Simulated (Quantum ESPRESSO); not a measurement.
# Strain and stress in Al3MgN3O

These are calculations, not measurements. They come from pw.x of Quantum ESPRESSO 7.5, a plane-wave density functional program, with PseudoDojo standard norm-conserving files (v0.5 for PBE, v0.4.1 for LDA and PBEsol). The cells are made up: elements, strain and atom displacements were drawn at random, and nothing was relaxed. There is no spin polarisation, spin-orbit coupling or dispersion term.

The cell has 8 sites of a rocksalt lattice. Sites 1 to 4 hold Al Al Al Mg; sites 5 to 8 hold N N O N. Cell vectors in Å: (4.208, 0.048, -0.034); (0.048, 4.207, -0.066); (-0.034, -0.066, 4.163). Settings: PBE, cutoff 1143 eV, 4 x 4 x 4 k mesh shifted by half a step, Fermi-Dirac smearing of 0.025 eV.

Each run adds the same linear strain along x, y and z to one cell, with the atoms carried along; the vectors above are those of run 6. Stress is positive in tension and P is minus a third of its trace. E is the free energy for each atom above the lowest run shown. The last column is band 21 less band 20 at Gamma, from a band step after each run.

```
run  strain (%)  s_xx (GPa)  s_yy (GPa)  s_zz (GPa)  s_xy (GPa)  P (GPa)  E (meV/atom)  level step at Gamma (eV)
  1       -2.04       -3.04       -3.01       -6.28        5.65     4.11          2.02                     2.267
  2       -1.51        0.47        0.50       -2.49        5.52     0.51          0.00                     2.105
  3       -1.25        2.10        2.13       -0.73        5.46    -1.17          0.12                     2.026
  4       -0.80        4.81        4.83        2.18        5.35    -3.94          2.04                     1.892
  5       -0.53        6.34        6.36        3.84        5.29    -5.52          4.22                     1.814
  7        2.09       18.56       18.58       17.08        4.72   -18.07         60.16                     1.096
  6        0.09           ?           ?           ?           ?        ?             ?                         ?
```

A rerun of one of these cells at 1437 eV and k mesh 6 x 6 x 6 moved values by no more than 0.004 eV in the cell's energy, 0.02 GPa in stress and 0.011 eV/Å in force.

## Worked fit

A parabola through the six runs shown gives P = -8.50 - 5.39 e + 0.386 e² GPa, with e in per cent and a scatter of 0.02 GPa. A linear strain of 1 % changes the volume by about 3 %, so the bulk modulus of this cell with clamped atoms is about 180 ± 2 GPa at e = 0. The error is the larger of the fit's own and the change that a cubic makes, rounded up.

## Withheld run

Question: what P should run 6 give?

The fit gives -8.98 GPa. The calculation gave -8.93 GPa.

```
run,strain (%),s_xx (GPa),s_yy (GPa),s_zz (GPa),s_xy (GPa),P (GPa),E (meV/atom),level step at Gamma (eV)
6,0.09,9.67,9.68,7.43,5.15,-8.93,11.90,1.636
```